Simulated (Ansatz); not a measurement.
The cell is CdCSb2 as one 8-atom ordering (I-42d) on the zincblende lattice; cell and atoms were relaxed with r2SCAN. The symmetry is I-42d (No. 122, tetragonal); conventional cell a = 6.089 Å, c = 10.245 Å, 23.74 Å³ an atom. Around Cd lie 4 Sb at 2.81 Å; around Sb lie 2 C at 2.25 Å and 2 Cd at 2.81 Å; around C lie 4 Sb at 2.25 Å.

```cif
data_structure
_symmetry_space_group_name_H-M 'I-42d'
_symmetry_Int_Tables_number 122
_cell_length_a 6.0888
_cell_length_b 6.0888
_cell_length_c 10.2445
_cell_angle_alpha 90.000
_cell_angle_beta 90.000
_cell_angle_gamma 90.000
_cell_volume 379.80
loop_
_atom_site_label
_atom_site_type_symbol
_atom_site_symmetry_multiplicity
_atom_site_Wyckoff_symbol
_atom_site_fract_x
_atom_site_fract_y
_atom_site_fract_z
_atom_site_occupancy
Cd1 Cd 4 a 0.00000 0.00000 0.00000 1
Sb1 Sb 8 d 0.32632 0.25000 0.12500 1
C1 C 4 b 0.50000 0.50000 0.00000 1
```

3 runs of the PAW code Ansatz on this cell differ in the functional (and in the settings that go with it). Levels are in eV from each run's valence top; v1 is the last filled band, c1 the first empty one.

Run A, mean stress -1.0 GPa (compression positive):

| point | v2 | v1 | c1 | c2 |
| --- | --- | --- | --- | --- |
| Γ | -0.62 | 0.00 | 0.29 | 0.76 |
| X | -0.80 | -0.80 | 0.88 | 0.88 |
| P | -1.22 | -1.22 | 1.62 | 1.62 |

Run B, mean stress 0.0 GPa (compression positive):

| point | v2 | v1 | c1 | c2 |
| --- | --- | --- | --- | --- |
| Γ | -0.57 | -0.11 | 0.04 | 0.48 |
| X | -0.79 | -0.79 | 0.56 | 0.56 |
| P | -1.18 | -1.18 | 1.26 | 1.26 |

Run C, mean stress +1.5 GPa (compression positive):

| point | v2 | v1 | c1 | c2 |
| --- | --- | --- | --- | --- |
| Γ | -0.52 | -0.28 | 0.04 | 0.31 |
| X | -0.72 | -0.72 | 0.42 | 0.42 |
| P | -1.08 | -1.08 | 1.18 | 1.18 |

Problem. Match the runs to PBE, r2SCAN, HSE06.

Solution. A is HSE06, B is r2SCAN, C is PBE. In order of the gap: PBE 0.04, r2SCAN 0.04, HSE06 0.29 eV. The stress vanishes for r2SCAN, which relaxed the cell.

Spin-unpolarised throughout. Whether this structure exists isn't addressed.

Spin-orbit coupling is left out, which matters wherever the heavy atoms make up the band edges.

The program warns that its thresholds are loose for a hybrid's stress.

Gaps or overlaps of about a tenth of an eV are at the limit of these meshes: between the points read a gap can be smaller or closed.

The meshes of the hybrids are coarse, so their gaps aren't converged to the digits shown.
